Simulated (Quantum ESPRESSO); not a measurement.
Space group Fm-3m (No. 225); a = 5.061 Å, b = 5.061 Å, c = 5.061 Å, α = 90.00°, β = 90.00°, γ = 90.00°

```tsv
atom	site	symmetry	x	y	z
O	4a	m-3m	0.0000	0.0000	0.0000
Sr	4b	m-3m	0.5000	0.5000	0.5000
```
(The calculation used a cell of 2 atoms; values per cell refer to that cell.)

Cell and atoms were relaxed with LDA from Materials Project entry mp-2472, within its symmetry.

Problem. What does LDA (pw.x of Quantum ESPRESSO, ONCV potentials, scalar-relativistic) give for the electronic structure near the Fermi level?

Solution. The LDA gap is indirect, 3.13 eV, from Γ to X; the smallest direct gap is 3.17 eV.
